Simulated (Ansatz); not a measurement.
BN:
```xyz
12
Lattice="2.5601 0.0000 0.0000 -1.2800 2.2171 0.0000 0.0000 0.0000 12.5949" Properties=species:S:1:pos:R:3 pbc="T T T"
B      0.0000     0.0000     0.0008
B      0.0000     0.0000     6.2982
B      1.2800     0.7390    10.4875
B      0.0000     1.4781     4.1901
B      1.2800     0.7390     2.0978
B      0.0000     1.4781     8.3953
N      0.0000     0.0000    11.0130
N      0.0000     0.0000     4.7156
N      1.2800     0.7390     8.9181
N      0.0000     1.4781     2.6207
N      1.2800     0.7390     0.5278
N      0.0000     1.4781     6.8253
```

Relaxed with PBE. Independent-particle spectrum: no excitons, no local fields, no scissors shift; 0.1 eV broadening; ε₁ of the summed bands alone.

Problem. Tabulate the dielectric function from PBE in the plane-wave PAW code Ansatz.

Solution. 

```csv
E (eV),ε₁ xx,ε₂ xx,ε₁ zz,ε₂ zz
0.0,4.49,0.00,4.56,0.00
0.3,4.49,0.00,4.56,0.00
0.6,4.50,0.00,4.57,0.00
0.9,4.51,0.00,4.58,0.00
1.2,4.53,0.00,4.59,0.00
1.5,4.54,0.00,4.61,0.00
1.8,4.57,0.00,4.64,0.00
2.1,4.60,0.00,4.67,0.00
2.4,4.63,0.00,4.71,0.00
2.7,4.67,0.00,4.75,0.00
3.0,4.72,0.00,4.80,0.00
3.3,4.77,0.00,4.86,0.00
3.6,4.83,0.00,4.92,0.00
3.9,4.90,0.00,5.00,0.00
4.2,4.98,0.00,5.08,0.00
4.5,5.06,0.00,5.17,0.00
4.8,5.16,0.00,5.28,0.00
5.1,5.27,0.00,5.40,0.00
5.4,5.39,0.00,5.54,0.00
5.7,5.54,0.00,5.70,0.00
6.0,5.70,0.00,5.88,0.00
6.3,5.88,0.00,6.09,0.00
6.6,6.09,0.00,6.34,0.00
6.9,6.35,0.00,6.65,0.00
7.2,6.66,0.01,7.04,0.00
7.5,7.03,0.02,7.58,0.01
7.8,7.50,0.10,8.43,0.27
8.1,8.04,0.18,9.04,1.02
8.4,8.84,0.29,9.56,1.41
8.7,9.91,1.00,10.67,2.55
9.0,10.36,1.75,10.21,4.25
9.3,11.36,2.58,10.23,4.38
9.6,12.23,4.42,10.76,5.93
9.9,11.92,5.95,9.30,7.60
10.2,12.46,7.08,9.34,7.28
10.5,13.35,10.47,9.89,9.58
10.8,9.17,14.87,8.32,10.66
11.1,5.69,13.95,5.02,12.16
11.4,4.20,14.60,4.54,9.83
11.7,1.41,13.26,4.94,11.35
12.0,0.34,12.18,2.81,11.92
```

Problem. From ε at 8.1 eV (xx: 8.04 + 0.18i), find n, k, the normal reflectivity and the absorption coefficient.

Solution. n = 2.84, k = 0.032, R = 23 %, α = 2kE/ħc = 26000 cm⁻¹.

With all bands, ε∞ without local fields is 4.71 (xx = yy), 4.78 (zz). DFPT, with local fields, gives 4.61 (xx = yy), 4.68 (zz).

Space group P6_3mc. A made-up cell: these elements were put on the sites of a structure type. Its sites differ from those of the usual phase in this space group: another stacking or structure type. The PBE relaxation kept the symmetry of its start; its stability against distortions is not shown here.

Potentials: the later of the program's two PAW sets.
